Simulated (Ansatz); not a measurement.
Geometry optimisation in Ansatz: input, command and trajectory.

```yaml
crystal:
  lattice:
    - [3.7965084382, -3.3250451249, 0.0]
    - [3.7965084382, 3.3250451249, 0.0]
    - [0.0, 0.0, 9.1195963083]
  atoms:
    - { symbol: Al, position: [0.3199574149, 0.3199574149, 0.0] }
    - { symbol: Al, position: [0.6800425851, 0.6800425851, 0.5] }
    - { symbol: Al, position: [0.6800425851, 0.6800425851, 0.0] }
    - { symbol: Al, position: [0.3199574149, 0.3199574149, 0.5] }
    - { symbol: Al, position: [0.8578539639, 0.1421460361, 0.099178423] }
    - { symbol: Al, position: [0.1421460361, 0.8578539639, 0.599178423] }
    - { symbol: Al, position: [0.8578539639, 0.1421460361, 0.400821577] }
    - { symbol: Al, position: [0.1421460361, 0.8578539639, 0.900821577] }
    - { symbol: Al, position: [0.0226277846, 0.6156556384, 0.25] }
    - { symbol: Al, position: [0.9773722154, 0.3843443616, 0.75] }
    - { symbol: Al, position: [0.3843443616, 0.9773722154, 0.25] }
    - { symbol: Al, position: [0.6156556384, 0.0226277846, 0.75] }
    - { symbol: Ru, position: [0.5368460538, 0.4631539462, 0.25] }
    - { symbol: Ru, position: [0.4631539462, 0.5368460538, 0.75] }
basis:
  ecutwfc: 500
kpoints:
  mp_grid: { grid: [8, 8, 4] }
hamiltonian:
  xc: r2scan
scf:
  occupations: { method: gaussian, width: 0.1 }
output:
  forces: true
  stress: true
  eigenvalues: true
relax:
  adjacent_minimum: "off"
  f_tol: 0.01
  max_steps: 30
  cell: { stress_tol: 0.1, fix: [volume] }
```

```bash
ansatz run input.yaml --threads 4 --pin off --max-ram 10240MiB --backend cpu --events-out ev --progress --plain --runs-dir out
```

These are results of DFT r2SCAN, scalar-relativistic, plane waves, PAW in Ansatz 0.2.0, not measurements.

The volume is held at 1.06 times that of the relaxed cell.

Of 4 frames 3 are shown, positions in Å and forces in eV/Å; the SCF threshold varies from step to step. Steps run on the plane waves of an earlier cell, with a Pulay correction in the pressure. The basis is chosen afresh for the last frame, the zero of the energies, and at times for earlier ones too; energy and pressure can step there, also at an unchanged geometry. Where two frames share a geometry here, they differ by under 2 meV/atom and 0.3 GPa.

```xyz
14
Lattice="3.7965 -3.3250 0.0000 3.7965 3.3250 0.0000 0.0000 0.0000 9.1196" Properties=species:S:1:pos:R:3:forces:R:3 pbc="T T T" step=1 free_energy_over_end_meV_per_atom=0.22 pressure_GPa=-6.42
Al    2.4294    0.0000    0.0000    0.0339    0.0000    0.0000
Al    5.1636    0.0000    4.5598   -0.0339    0.0000    0.0000
Al    5.1636    0.0000    0.0000   -0.0339    0.0000    0.0000
Al    2.4294    0.0000    4.5598    0.0339    0.0000    0.0000
Al    3.7965   -2.3798    0.9045    0.0000    0.0423    0.0661
Al    3.7965    2.3798    5.4643    0.0000   -0.0423    0.0661
Al    3.7965   -2.3798    3.6553    0.0000    0.0423   -0.0661
Al    3.7965    2.3798    8.2151    0.0000   -0.0423   -0.0661
Al    2.4232    1.9718    2.2799   -0.0146   -0.0377    0.0000
Al    5.1698   -1.9718    6.8397    0.0146    0.0377    0.0000
Al    5.1698    1.9718    2.2799    0.0146   -0.0377    0.0000
Al    2.4232   -1.9718    6.8397   -0.0146    0.0377    0.0000
Ru    3.7965   -0.2450    2.2799    0.0000   -0.0603    0.0000
Ru    3.7965    0.2450    6.8397    0.0000    0.0603    0.0000
14
Lattice="3.7857 -3.3308 0.0000 3.7857 3.3308 0.0000 0.0000 0.0000 9.1298" Properties=species:S:1:pos:R:3:forces:R:3 pbc="T T T" step=2 free_energy_over_end_meV_per_atom=0.05 pressure_GPa=-6.23
Al    2.4263    0.0000    0.0000   -0.0208    0.0000    0.0000
Al    5.1451    0.0000    4.5649    0.0208    0.0000    0.0000
Al    5.1451    0.0000    0.0000    0.0208    0.0000    0.0000
Al    2.4263    0.0000    4.5649   -0.0208    0.0000    0.0000
Al    3.7857   -2.3886    0.9125    0.0000   -0.0217   -0.0124
Al    3.7857    2.3886    5.4774    0.0000    0.0217   -0.0124
Al    3.7857   -2.3886    3.6524    0.0000   -0.0217    0.0124
Al    3.7857    2.3886    8.2173    0.0000    0.0217    0.0124
Al    2.4134    1.9556    2.2824   -0.0049    0.0191    0.0000
Al    5.1580   -1.9556    6.8473    0.0049   -0.0191    0.0000
Al    5.1580    1.9556    2.2824    0.0049    0.0191    0.0000
Al    2.4134   -1.9556    6.8473   -0.0049   -0.0191    0.0000
Ru    3.7857   -0.2586    2.2824    0.0000    0.0051    0.0000
Ru    3.7857    0.2586    6.8473    0.0000   -0.0051    0.0000
14
Lattice="3.7895 -3.3253 0.0000 3.7895 3.3253 0.0000 0.0000 0.0000 9.1357" Properties=species:S:1:pos:R:3:forces:R:3 pbc="T T T" step=4 free_energy_over_end_meV_per_atom=0.00 pressure_GPa=-6.28
Al    2.4278    0.0000    0.0000   -0.0054    0.0000    0.0000
Al    5.1512    0.0000    4.5679    0.0054    0.0000    0.0000
Al    5.1512    0.0000    0.0000    0.0054    0.0000    0.0000
Al    2.4278    0.0000    4.5679   -0.0054    0.0000    0.0000
Al    3.7895   -2.3856    0.9133    0.0000   -0.0035    0.0044
Al    3.7895    2.3856    5.4811    0.0000    0.0035    0.0044
Al    3.7895   -2.3856    3.6546    0.0000   -0.0035   -0.0044
Al    3.7895    2.3856    8.2224    0.0000    0.0035   -0.0044
Al    2.4157    1.9575    2.2839   -0.0009    0.0009    0.0000
Al    5.1633   -1.9575    6.8518    0.0009   -0.0009    0.0000
Al    5.1633    1.9575    2.2839    0.0009    0.0009    0.0000
Al    2.4157   -1.9575    6.8518   -0.0009   -0.0009    0.0000
Ru    3.7895   -0.2558    2.2839    0.0000   -0.0005    0.0000
Ru    3.7895    0.2558    6.8518    0.0000    0.0005    0.0000
```

It took 64 s on 4 threads of Oxide Virtual Turin-like Processor (Zen 5), on a shared host, peak memory 1.5 GiB.